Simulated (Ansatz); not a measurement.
An Ansatz (an electronic-structure program) run. Input:

Ansatz 0.2 input:
```yaml
crystal:
  lattice:
    - [0.0, 2.9646556845, 2.9646556845]
    - [2.9646556845, 0.0, 2.9646556845]
    - [2.9646556845, 2.9646556845, 0.0]
  atoms:
    - { symbol: Cd, position: [0.0, 0.0, 0.0] }
    - { symbol: Te, position: [0.5, 0.5, 0.5] }
kpoints:
  mp_grid: { grid: [25, 25, 25] }
hamiltonian:
  xc: lda
  pseudopotentials: { kind: paw }
scf:
  occupations: { method: fermi_dirac, width: 0.1 }
elastic: { mode: relaxed_ion, stencil: two_point, amplitude: 0.005, f_tol: 0.0005 }
```

Output (shortened):

```
Pseudopotential: Cd, paw, valence charge 20
Pseudopotential: Te, paw, valence charge 16
Functional definition: SPW92
Crystal: 2 atoms, lattice volume = 52.114 Å³
Basis set: ecut = 420 eV, 965 PW (Γ)
Bands: 22, of which v1, the nominal top of the filled ones, is band 18 counted from 1 (17 counted from 0)
Symmetry: 48 space group operations
Space group: Fm-3m (ITA 225), of the structure as read, at distance tolerance 3.7e-5 Å
k-points: 455 of 15625
the search or the solves at the SCF's close seem to have found levels that the self-consistency loop had missed (the run counts 1) …
SCF 1 converged in 11 iterations: F = -14945.603428 eV  dr2 = 2.31e-14
Crystal: 2 atoms, lattice volume = 51.853 Å³
Symmetry: 16 space group operations
k-points: 1183 of 15625
SCF 2 converged in 9 iterations: F = -14945.602780 eV  dr2 = 9.75e-15
Crystal: 2 atoms, lattice volume = 52.374 Å³
SCF 3 converged in 7 iterations: F = -14945.603151 eV  dr2 = 2.06e-14
Crystal: 2 atoms, lattice volume = 52.113 Å³
Symmetry: 8 space group operations
k-points: 2197 of 15625
SCF 4 converged in 8 iterations: F = -14945.603352 eV  dr2 = 6.54e-14
Crystal: 2 atoms, lattice volume = 52.113 Å³
SCF 5 converged in 7 iterations: F = -14945.603352 eV  dr2 = 6.13e-15
SCF converged after 11 iterations
Free energy (F): -14945.603428 eV
Harris-Foulkes:  -14945.603428 eV  (|F-HF|=1.82e-12)
Internal energy: -14945.575614 eV  (E = F + TS)
E sigma→0 (E₀):  -14945.589521 eV
Entropy (-TS):   -0.027814 eV (-13.907 meV/atom)
Fermi energy:    11.208396 eV
--- Per-component energies (eV) ---
  E_band       = -665.836301
  E_kinetic    = 688.302163
  E_local      = -4390.748933  (includes V_loc(G=0)·N_el)
  E_nonlocal   = -263.819711
  E_hartree    = 2276.053709
  E_xc         = -300.121762
  E_vxc        = -327.239980  (∫ρ·V_xc dr)
  E_paw        = -8457.672436  (= ΣΔE_a)
  E_vpaw       = -924.437068  (= ΣTr[D̂ρ^β])
  E_aug_tail   = -0.000202  (compensation charges beyond the density's cutoff)
  E_ewald      = -4499.013672
  E_core_change = 1.445230  (= ΣΔE_core)
  E_smearing   = -0.027814  (= −TS)
  E_closure    = 0.000000  (closes the sum)
  Σ components = -14945.603428   (vs F -14945.603428, Δ=0.00e0)
--- Forces (eV/Å), atoms counted from 1 ---
  atom   1  Cd     0.00000000     0.00000000     0.00000000
  atom   2  Te     0.00000000     0.00000000     0.00000000
  max |Σ_I F_I| component: 0.0 eV/Å
--- Stress (GPa, compression-positive) ---
        0.107222       0.000000       0.000000
        0.000000       0.107222       0.000000
        0.000000       0.000000       0.107222
  P = ⅓ Tr σ = 0.1072 GPa (1.072 kbar)
--- Band table (eV; the first three rows and the last of 455) ---
  k-point 0: bands = ["-91.0255", "-52.1660", "-52.1660", "-52.1660", "-25.0774", "-25.0774", "-25.0688", "-25.0688", "-25.0688", "-1.0280", "2.7513", "2.7513", "2.7985", "2.7985", "2.7985", "10.6450", "10.6450", "10.6450", "11.7624", "18.4686", "18.4686", "18.4686"]
  k-point 1: bands = ["-91.0255", "-52.1660", "-52.1660", "-52.1660", "-25.0774", "-25.0774", "-25.0688", "-25.0688", "-25.0688", "-1.0132", "2.7485", "2.7485", "2.7976", "2.7996", "2.7996", "10.3628", "10.6519", "10.6519", "12.0302", "18.1812", "18.4392", "18.4392"]
  k-point 2: bands = ["-91.0255", "-52.1660", "-52.1660", "-52.1660", "-25.0773", "-25.0773", "-25.0688", "-25.0687", "-25.0687", "-0.9688", "2.7399", "2.7399", "2.7951", "2.8036", "2.8036", "9.8272", "10.6725", "10.6725", "12.5191", "17.7444", "18.2565", "18.2565"]
  k-point 454: bands = ["-91.0255", "-52.1663", "-52.1663", "-52.1662", "-25.0777", "-25.0762", "-25.0679", "-25.0676", "-25.0659", "0.1456", "2.6527", "2.7962", "2.8110", "2.9591", "3.5671", "7.2437", "7.6432", "7.7094", "13.7249", "15.9754", "17.7708", "18.1506"]
--- Elastic constants: 2 strain directions × 2 members + reference (group order 48) ---
  dense FFT box of the reference and of every strained cell: 30×30×30
  strains applied: 11, 23; error gains: componentwise 1.00 (the most a stress slope's error grows in a printed constant), spectral 1.73 (1 for all six strains …
  C = ∂σ_k/∂η_j (tension-positive GPa; Voigt order 11 22 33 23 13 12):
       113.566     36.990     36.990      0.000      0.000      0.000
        36.990    113.566     36.990      0.000      0.000      0.000
        36.990     36.990    113.566      0.000      0.000      0.000
         0.000      0.000      0.000     18.469      0.000      0.000
         0.000      0.000      0.000      0.000     18.469      0.000
         0.000      0.000      0.000      0.000      0.000     18.469
  reference stress σ⁰ (GPa):     -0.107     -0.107     -0.107      0.000      0.000      0.000
  moduli (Voigt/Reuss/Hill, GPa): K = 62.52/62.52/62.52   G = 26.40/23.29/24.84   E = 65.81   ν = 0.325
  mechanically stable: yes (min eigenvalue of sym C = 18.47 GPa)
  strain η (Voigt 11):  stress-route row diagonal C_11 = 113.57 GPa, energy-path curvature d²(F+E_count+ΔE)/dδ²/Ω₀ = 113.53 GPa
         δ    σ_11 (GPa)             F (eV)   n_scf  n_hpsi   n_pw
    -5.000e-3      -0.6943      -14945.6027804       9  520901   1032   relax 0 steps, max|allowed force component| 0.0 eV/Å
     5.000e-3       0.4414      -14945.6031509       7  396805   1039   relax 0 steps, max|allowed force component| 0.0 eV/Å
  strain η (Voigt 23):  stress-route row diagonal C_44 = 18.47 GPa, energy-path curvature d²(F+E_count+ΔE)/dδ²/Ω₀ = 18.51 GPa
         δ    σ_23 (GPa)             F (eV)   n_scf  n_hpsi   n_pw
    -5.000e-3      -0.0923      -14945.6033516       8  897570   1036   relax 0 steps, max|allowed force component| 0.0 eV/Å
     5.000e-3       0.0923      -14945.6033516       7  755298   1036   relax 0 steps, max|allowed force component| 0.0 eV/Å
```

Cost: around 10 core-minutes (rough) on shared cores.

This is a known high-pressure phase of the composition, computed here at zero pressure and temperature. Symmetry was held in the LDA relaxation; of distortions, only those at the zone centre were tested. As this level gives no gap, shear constants depend on the k-mesh and smearing (Fermi–Dirac, 0.1 eV here). Spin–orbit coupling is left out wherever it is not named.

Potentials: the later of the program's two PAW sets.

Ansatz is a plane-wave DFT program.
